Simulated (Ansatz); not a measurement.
## Zone-centre phonons of Ti₃Ag at 2 GPa: input and output

The calculation used Ansatz 0.2.0, DFT LDA, scalar-relativistic, plane waves, PAW.

Launched with:
```bash
ansatz run input.yaml --threads 1 --pin off --max-ram 3072MiB --backend cpu --events-out ev --progress --plain --runs-dir out
```

Input (bare energies are in eV):
```yaml
crystal:
  lattice:
    - [3.9744990967, 0.0, 0.0]
    - [0.0, 3.9744990967, 0.0]
    - [0.0, 0.0, 3.9744699672]
  atoms:
    - { symbol: Ti, position: [0.0, 0.5, 0.5] }
    - { symbol: Ti, position: [0.5, 0.0, 0.5] }
    - { symbol: Ti, position: [0.5, 0.5, 0.0] }
    - { symbol: Ag, position: [0.0, 0.0, 0.0] }
basis:
  ecutwfc: 420
kpoints:
  mp_grid: { grid: [10, 10, 10] }
hamiltonian:
  xc: lda
scf:
  occupations: { method: fermi_dirac, width: 0.15 }
output:
  eigenvalues: true
phonons:
  method: dfpt
  eigenvectors: true
```

The end of the output:
```
--- Phonons (Γ-DFPT): 7 representative perturbations + reference, on 216 of 1000 k-points (Σ response iterations 21) ---
  k mesh reduced under 8 symmetry operations, with k and −k counted as one. Each operation leaves every solved displacement unchanged or reverses it
  ASR residual: 9.851e-4 → 0.000e0 eV/Å²; symmetrization residual: 3.743e-6 eV/Å²
  ASR residual per site (eV/Å²): 9.85e-4 9.85e-4 9.85e-4 1.75e-4
  Γ frequencies (cm⁻¹): 0.00 0.00 0.00 163.55 163.55 163.55 165.48 165.48 165.48 261.77 261.77 261.77
  non-analytic LO–TO correction: not included (Born effective charges unavailable; polar crystals: no LO–TO splitting at Γ)
```

It took 5.9 min on 1 thread of Arm Neoverse V2, with other jobs on the host, peak memory 1.7 GiB.

In a metal, frequencies and elastic constants depend on the k mesh and the smearing, soft modes and shear constants most.